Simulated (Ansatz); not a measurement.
WO₃:
```cif
data_O6W2
_chemical_formula_sum 'W2 O6'
_space_group_name_H-M_alt 'P 1'
_space_group_IT_number 1
_cell_length_a 7.51526
_cell_length_b 3.77428
_cell_length_c 3.91442
_cell_angle_alpha 90.000
_cell_angle_beta 90.000
_cell_angle_gamma 90.000
loop_
_space_group_symop_operation_xyz
  'x, y, z'
loop_
_atom_site_label
_atom_site_type_symbol
_atom_site_fract_x
_atom_site_fract_y
_atom_site_fract_z
_atom_site_occupancy
W1 W 0.75000 0.00000 0.06456 1
W2 W 0.25000 0.00000 0.93544 1
O1 O 0.25000 0.50000 0.98736 1
O2 O 0.75000 0.50000 0.01264 1
O3 O 0.75000 0.00000 0.51406 1
O4 O 0.25000 0.00000 0.48594 1
O5 O 0.50000 0.00000 0.00000 1
O6 O 0.00000 0.00000 0.00000 1
```

Relaxed with PBEsol. PBEsol in the plane-wave PAW code Ansatz gives a gap of 0.59 eV.

### Question
What gap does HSE06 give on the same cell (Ansatz, PAW)?

### Answer
1.75 eV, 1.16 eV more. The hybrid was solved on a coarser mesh and at special points; its gap is the smallest among all of these.

```json
[
 {"k": "Γ", "v1 PBEsol": "-1.14", "c1 PBEsol": "0.59", "v1 HSE06": "-1.18", "c1 HSE06": "1.75"},
 {"k": "X", "v1 PBEsol": "-1.49", "c1 PBEsol": "2.03", "v1 HSE06": "-1.58", "c1 HSE06": "3.24"},
 {"k": "Z", "v1 PBEsol": "-0.26", "c1 PBEsol": "0.63", "v1 HSE06": "…", "c1 HSE06": "…"},
 {"k": "U", "v1 PBEsol": "-0.71", "c1 PBEsol": "2.62", "v1 HSE06": "-0.77", "c1 HSE06": "3.87"},
 {"k": "Y", "v1 PBEsol": "-0.01", "c1 PBEsol": "1.46", "v1 HSE06": "…", "c1 HSE06": "…"},
 {"k": "S", "v1 PBEsol": "-0.62", "c1 PBEsol": "3.24", "v1 HSE06": "…", "c1 HSE06": "…"},
 {"k": "T", "v1 PBEsol": "0.00", "c1 PBEsol": "3.92", "v1 HSE06": "0.00", "c1 HSE06": "5.30"},
 {"k": "R", "v1 PBEsol": "-0.27", "c1 PBEsol": "4.55", "v1 HSE06": "…", "c1 HSE06": "…"}
]
```

### Question
Top valence (v1) and lowest conduction level (c1) in eV from each method's valence maximum (which need not be a listed point): supply the withheld HSE06 values.

### Answer

- Z, v1 HSE06: -0.29
- Z, c1 HSE06: 1.79
- S, v1 HSE06: -0.66
- S, c1 HSE06: 4.56
- R, v1 HSE06: -0.32
- R, c1 HSE06: 6.06
- Y, v1 HSE06: -0.01
- Y, c1 HSE06: 2.66

Cost on shared cores: the PBEsol run (SCF on a 4×7×7 mesh, then bands and DOS) roughly 2.2 core-minutes, the HSE06 run (SCF on 2×4×4, then a few points) roughly 3 core-minutes; the tasks are unlike.

Space group Pmma. The workflow started from a Materials Project entry (that database holds measured and hypothetical structures alike); the Crystallography Open Database copy checked does not list it. COD files the formula under space group No. 2, 14, 62, 129, 130, 191, so this cell is another polymorph or a model. Its standing as an ambient phase is unchecked. The cell was relaxed with PBEsol under the symmetry of its start. At this level the phase is dynamically unstable (imaginary phonons). No spin polarisation was allowed. No Hubbard U is applied. Scalar-relativistic: spin–orbit coupling is off unless named, which matters more the heavier the elements.

Potentials: the later of the program's two PAW sets.
